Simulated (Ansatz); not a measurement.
## Zone-centre phonons of Ti$_{3}$Al$_{5}$: input and output

The calculation used DFT LDA, scalar-relativistic, plane waves, PAW (Ansatz 0.2.0).

Launched with:
```bash
ansatz run input.yaml --threads 2 --pin off --max-ram 6144MiB --backend cpu --events-out ev --progress --plain --runs-dir out
```

Input (bare energies are in eV):
```yaml
crystal:
  lattice:
    - [3.8548452006, 0.0, 0.0]
    - [0.0, 3.8548452006, 0.0]
    - [0.0, 0.0, 8.1886266471]
  atoms:
    - { symbol: Ti, position: [0.0, 0.0, 0.5] }
    - { symbol: Ti, position: [0.5, 0.5, 0.0] }
    - { symbol: Ti, position: [0.5, 0.5, 0.5] }
    - { symbol: Al, position: [0.0, 0.5, 0.2522939165] }
    - { symbol: Al, position: [0.0, 0.5, 0.7477060835] }
    - { symbol: Al, position: [0.5, 0.0, 0.2522939165] }
    - { symbol: Al, position: [0.5, 0.0, 0.7477060835] }
    - { symbol: Al, position: [0.0, 0.0, 0.0] }
basis:
  ecutwfc: 420
kpoints:
  mp_grid: { grid: [10, 10, 4] }
hamiltonian:
  xc: lda
scf:
  occupations: { method: fermi_dirac, width: 0.15 }
output:
  eigenvalues: true
phonons:
  method: dfpt
  eigenvectors: true
```

Results section of the output:
```
--- Phonons (Γ-DFPT): 11 representative perturbations + reference, on 108 of 400 k-points (Σ response iterations 33) ---
  k mesh reduced under 4 symmetry operations, with k and −k counted as one. Each operation leaves every solved displacement unchanged or reverses it
  ASR residual: 4.661e-3 → 0.000e0 eV/Å²; symmetrization residual: 5.725e-6 eV/Å²
  ASR residual per site (eV/Å²): 2.20e-3 4.66e-3 2.98e-3 2.73e-5 2.73e-5 2.73e-5 2.73e-5 8.72e-5
  Γ frequencies (cm⁻¹): 0.00 0.00 0.00 134.94 177.03 177.03 199.71 199.71 229.03 255.61 255.61 284.33 285.92 286.60 292.43 292.43 293.36 316.90 316.90 327.44 330.88 330.88 343.59 343.59
  non-analytic LO–TO correction: not included (Born effective charges unavailable; polar crystals: no LO–TO splitting at Γ)
```

Time: 2.7 min on 2 threads of Oxide Virtual Turin-like Processor (Zen 5) (shared host), peak memory 1.8 GiB.

In a metal, frequencies and elastic constants depend on the k mesh and the smearing, soft modes and shear constants most.